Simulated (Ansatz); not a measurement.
NbPd in space group R-3m (No. 166; Nb on 3a, Pd on 3b) under volume change, PBEsol in the plane-wave PAW code Ansatz, shape and atoms relaxed at each volume.

```json
[
 {"V (Å³/atom)": "14.489", "E − E(relaxed) (meV/atom)": "95.3", "P (GPa)": "23.23"},
 {"V (Å³/atom)": "14.967", "E − E(relaxed) (meV/atom)": "___", "P (GPa)": "___"},
 {"V (Å³/atom)": "15.444", "E − E(relaxed) (meV/atom)": "9.4", "P (GPa)": "6.50"},
 {"V (Å³/atom)": "15.922", "E − E(relaxed) (meV/atom)": "0.0", "P (GPa)": "0.00"},
 {"V (Å³/atom)": "16.400", "E − E(relaxed) (meV/atom)": "___", "P (GPa)": "___"},
 {"V (Å³/atom)": "16.877", "E − E(relaxed) (meV/atom)": "31.9", "P (GPa)": "-10.15"},
 {"V (Å³/atom)": "17.355", "E − E(relaxed) (meV/atom)": "68.2", "P (GPa)": "-14.08"}
]
```

Task: Fill in the missing entries.

Result: 
- 14.967, E − E(relaxed) (meV/atom): 39.9
- 14.967, P (GPa): 14.17
- 16.400, E − E(relaxed) (meV/atom): 8.4
- 16.400, P (GPa): -5.50

Task: What does a third-order Birch–Murnaghan fit give for V₀, B₀ and B′?

Result: V₀ = 15.92 Å³/atom, B₀ = 199 GPa, B′ = 4.5.

The workflow started from a Materials Project entry (that database holds measured and hypothetical structures alike); the Crystallography Open Database copy checked does not list it. With Nb and Pd taken as one species the cell has the higher symmetry Fm-3m, so it may be an ordered model of a mixed-site phase. Whether it is the stable phase at ambient conditions was not checked. The cell was relaxed with PBEsol under the symmetry of its start; whether a distortion lowers the energy is not shown. No spin polarisation was allowed.

Potentials: the later of the program's two PAW sets.
